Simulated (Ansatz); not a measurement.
Strain and the gap of NaMgI3 (cubic perovskite)

NaMgI3 in the cubic perovskite structure, relaxed with r2SCAN in the PAW code Ansatz. Space group Pm-3m (No. 221), cubic; conventional cell a = 5.788 Å, 38.79 Å³ an atom. Na has 12 I at 4.09 Å; Mg has 6 I at 2.89 Å; I has 2 Mg at 2.89 Å and 4 Na at 4.09 Å.

The axes x, y and z are those of this cell:
```
CELL_PARAMETERS angstrom
5.78833 0.00000 0.00000
0.00000 5.78833 0.00000
0.00000 0.00000 5.78833
ATOMIC_POSITIONS crystal
Na 0.00000 0.00000 0.00000
Mg 0.50000 0.50000 0.50000
I 0.50000 0.50000 0.00000
I 0.50000 0.00000 0.50000
I 0.00000 0.50000 0.50000
```

Unstrained: The PBE gap is indirect, 1.204 eV (R to Γ), below the direct gap of 1.752 eV at Γ. With r2SCAN the valence top lies at R and the conduction bottom at Γ, 1.822 eV higher; the smallest vertical gap, at Γ, is 2.392 eV. HSE06 gives an indirect gap of 2.089 eV, from R to Γ; the least direct gap is 2.643 eV at Γ. Meshes: PBE 4×4×4, r2SCAN 4×4×4, HSE06 4×4×4. Strains are changes of length per length. After each strain the atoms were relaxed again with r2SCAN in this cell and within any symmetry left, so distortions that break it or need a larger cell weren't tested; points keep the names that they have in the unstrained zone. No spin polarisation. The prototype was imposed, so other structures may be more stable.

Changes of the least gap in eV (an overlap counts as a negative gap):
```tsv
strain	volume change (%)	space group	PBE	r2SCAN	HSE06	energy rise, r2SCAN (meV/atom)
epitaxial -0.5 % in the xy plane, free normal strain +0.25 %	-0.7	P4/mmm	-0.007	-0.011	-0.008	0.3
isotropic -0.5 % on every length	-1.5	Pm-3m	+0.015	+0.008	+0.014	0.6
isotropic +1.0 % on every length	+3.0	Pm-3m	-0.035	-0.023	-0.035	2.2
uniaxial -2.0 % along x	-2.0	P4/mmm	+0.004	-0.006	+0.003	1.9
```

Epitaxial -0.5 % in the xy plane, free normal strain +0.25 %. HSE06: the gap goes from 2.089 to 2.081 eV (-0.008 eV). Stress change with r2SCAN, compression positive: xx +0.22, yy +0.22, zz +0.05 GPa.

Isotropic -0.5 % on every length. HSE06: the gap goes from 2.089 to 2.103 eV (+0.014 eV). Stress change with r2SCAN, compression positive: xx +0.33, yy +0.33, zz +0.33 GPa. For HSE06, dE_g/d ln V = -0.9 eV over this step.

Isotropic +1.0 % on every length. HSE06: the gap goes from 2.089 to 2.054 eV (-0.035 eV). Stress change with r2SCAN, compression positive: xx -0.59, yy -0.59, zz -0.59 GPa. For HSE06, dE_g/d ln V = -1.2 eV over this step.

Uniaxial -2.0 % along x, other directions held. HSE06: the gap goes from 2.089 to 2.092 eV (+0.003 eV). Stress change with r2SCAN, compression positive: xx +0.80, yy +0.29, zz +0.29 GPa.

No spin-orbit coupling is included; it can move band edges with weight on the heavy atoms by tenths of an eV.

The meshes of the hybrids are coarse, so their gaps aren't converged to the digits shown.
